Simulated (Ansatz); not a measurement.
Question: MoS2 in space group R3m (No. 160; Mo on 3a, S on 3a, S on 3a) is relaxed with plane-wave PAW LDA (Ansatz code). What lattice parameters of the conventional cell result?

Answer: a = 3.126 Å, c = 17.973 Å.

Question: Give the free coordinates with the occupied sites.

Answer: In one choice of origin and axes:

```tsv
atom	site	symmetry	x	y	z
Mo	3a	3m	0.0000	0.0000	0.0002
S	3a	3m	0.0000	0.0000	0.5805
S	3a	3m	0.0000	0.0000	0.7532
```

Question: Is it a metal or does it have a gap at this level?

Answer: A gap of 0.70 eV, indirect.

The LDA relaxation kept the symmetry of its start. The run is not spin-polarised. A crystal of weakly bound layers computed without a dispersion correction: the cell and the soft elastic constants depend strongly on that. Scalar-relativistic: spin–orbit coupling is off unless named, which matters more the heavier the elements.

Potentials: the earlier of the program's two PAW sets. The files were generated under PBE; for other functionals the program regenerates the frozen cores, and for LDA and PBEsol the local potential too.
